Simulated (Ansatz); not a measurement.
Rough cost of magnetic runs on HfNi (Cmcm) in Ansatz 0.2.0, 2 threads of Arm Neoverse V2, on a shared host.

```xyz
4
Lattice="1.6009 -4.9169 0.0000 1.6009 4.9169 0.0000 0.0000 0.0000 4.0349" Properties=species:S:1:pos:R:3 pbc="T T T"
Hf    1.6009   -3.5502    3.0262
Hf    1.6009    3.5502    1.0087
Ni    1.6009   -0.8285    3.0262
Ni    1.6009    0.8285    1.0087
```

```csv
run,"functional, mesh",k points solved,bands,iterations,wall time (s),peak memory (GiB)
PAW: no spin polarisation,"PBEsol, 9×9×7",100,53,9,15,0.54
LAPW: free moments,"PBEsol, 9×9×7",100,75,19,320,2
PAW: total moment held at 0.2 μB,"PBEsol, 9×9×7",100,53,12,26,0.7
PAW: total moment held at 0.6 μB,"PBEsol, 9×9×7",100,54,13,41,0.72
PAW: total moment held at 4.8 μB,"PBEsol, 9×9×7",100,56,13,46,0.73
PAW: field of 300 T on the spins,"PBEsol, 9×9×7",100,53,20,43,0.7
LAPW: no spin polarisation,"PBEsol, 9×9×7",100,72,15,130,1.2
AE-PAW: total moment held at 4.8 μB,"PBEsol, 9×9×7",100,56,15,120,2.2
PAW: field of 600 T on the spins,"PBEsol, 9×9×7",100,53,19,44,0.71
```

(1) Roughly how much dearer is an iteration by LAPW than by PAW among the runs with the first row's mesh and spin treatment (none)?

Results:

(1) About 5 times (medians of wall time over iterations; times from a shared host are rough).
